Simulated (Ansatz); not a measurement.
Data:

Relaxed ZrC (rock salt):

```yaml
crystal:
  lattice:
    - [0.00000, 2.35572, 2.35572]
    - [2.35572, 0.00000, 2.35572]
    - [2.35572, 2.35572, 0.00000]
  atoms:
    - { symbol: Zr, position: [0.00000, 0.00000, 0.00000] }
    - { symbol: C, position: [0.50000, 0.50000, 0.50000] }
```

In each cell atom 1 (Zr, nearest neighbour C at 2.356 Å; its periodic images, 3.3 Å or more away, move with it) moves by s·(-1.000, 0.000, 0.000) (towards the nearest neighbour), the rest being held.

Calculation: r2SCAN (plane waves to 500 eV, PAW, scalar-relativistic; Ansatz, a quantum-chemistry and plane-wave program). k mesh 14×14×14 (Γ-centred), Fermi-Dirac smearing 0.05 eV. Energies are smeared free energies. With partly filled bands, energies and forces of such displacements shift with the k mesh and the smearing. ZrC is run without spin polarisation. ZrC was relaxed with its symmetry unable to fall. The zero of ΔE is the undisplaced structure.

The scan covers s from -0.470 to 0.470 Å in 11 points.

Problem. Is the energy the same for equal positive and negative displacements?

Solution. Even: the same for both signs. With its periodic images moving along, the atom's site symmetry in this cell is m-3m.

Problem. What is the energy change at s = 0.470 Å?

Solution. 1055 meV/cell.

Problem. What force acts on the atom along the line at s = -0.470 Å?

Solution. 6.07 eV/Å.

Problem. What is the force constant k = d²E/ds² of this move at s = 0?

Solution. 5.84 eV/Å².

Problem. With two atoms in the cell this is the zone-centre optical mode. What wavenumber follows?

Solution. 387 cm⁻¹.

(A displaced cell: forces are minus the slopes of the energy, force constants its curvatures, and phonons follow from these.)
